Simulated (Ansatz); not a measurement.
## Guessed and relaxed cells of Ta2Se5

Recipe of this trial structure of Ta2Se5: random cell by space group and Wyckoff sites (P6/mmm, No. 191). The dimensions are guesses.

start.cif

```cif
data_structure
_symmetry_space_group_name_H-M 'P6/mmm'
_symmetry_Int_Tables_number 191
_cell_length_a 5.3455
_cell_length_b 5.3455
_cell_length_c 7.2111
_cell_angle_alpha 90.000
_cell_angle_beta 90.000
_cell_angle_gamma 120.000
_cell_volume 178.45
loop_
_atom_site_label
_atom_site_type_symbol
_atom_site_symmetry_multiplicity
_atom_site_Wyckoff_symbol
_atom_site_fract_x
_atom_site_fract_y
_atom_site_fract_z
_atom_site_occupancy
Ta1 Ta 2 e 0.00000 0.00000 0.82032 1
Se1 Se 2 c 0.33333 0.66667 0.00000 1
Se2 Se 2 d 0.33333 0.66667 0.50000 1
Se3 Se 1 b 0.00000 0.00000 0.50000 1
```

The calculation used Ansatz 0.2.0, DFT PBE, scalar-relativistic, plane waves, PAW. Cutoff 420 eV, Gaussian smearing, Γ-centred meshes. Cell and atoms relax first on a coarse mesh and then on a finer one. In between, the cell is made exact in the group found at 0.06 Å. In metals the finer mesh still leaves noise of several meV/atom or more. The steps can't lower the symmetry of their start. No spin polarisation in the relaxation; trial moments died out in a coarse test.

end.cif

```cif
data_structure
_symmetry_space_group_name_H-M 'P6/mmm'
_symmetry_Int_Tables_number 191
_cell_length_a 4.9385
_cell_length_b 4.9385
_cell_length_c 7.7018
_cell_angle_alpha 90.000
_cell_angle_beta 90.000
_cell_angle_gamma 120.000
_cell_volume 162.67
loop_
_atom_site_label
_atom_site_type_symbol
_atom_site_symmetry_multiplicity
_atom_site_Wyckoff_symbol
_atom_site_fract_x
_atom_site_fract_y
_atom_site_fract_z
_atom_site_occupancy
Ta1 Ta 2 e 0.00000 0.00000 0.85419 1
Se1 Se 2 c 0.33333 0.66667 0.00000 1
Se2 Se 2 d 0.33333 0.66667 0.50000 1
Se3 Se 1 b 0.00000 0.00000 0.50000 1
```

The symmetry stays P6/mmm (No. 191). The volume per atom shrinks by 8.8 %, from 25.5 to 23.2 Å³. The shortest distance goes from 2.31 Å (Ta–Se) to 2.25 Å (Ta–Ta). The ratio c/a of the conventional cell changes by a factor of 1.16. The energy falls by about 0.30 eV/atom (the start's value is from the coarse mesh).

```
Volume per atom                            : 23.24 Å³
Density                                    : 7.72 g/cm³
Formation energy                           : +0.77 eV/atom
Gap on the 12×12×6 mesh of the 7-atom cell : 0 eV (a metal)
```

Energies over the elements count from the elements' standard structures at the same level, with no fitted energy shifts. A positive value: parting into the elements would lower its energy.

The last run used Gaussian smearing of 0.10 eV. Spin–orbit coupling, which can matter for Ta, is left out. The reference form of Se is held partly by dispersion forces, which this level lacks. Symmetry constrained the relaxation, so the result can be a saddle point. In all, the 3 runs took 9.7 min on 1 thread of Intel(R) Xeon(R) Processor @ 2.70GHz (shared host).
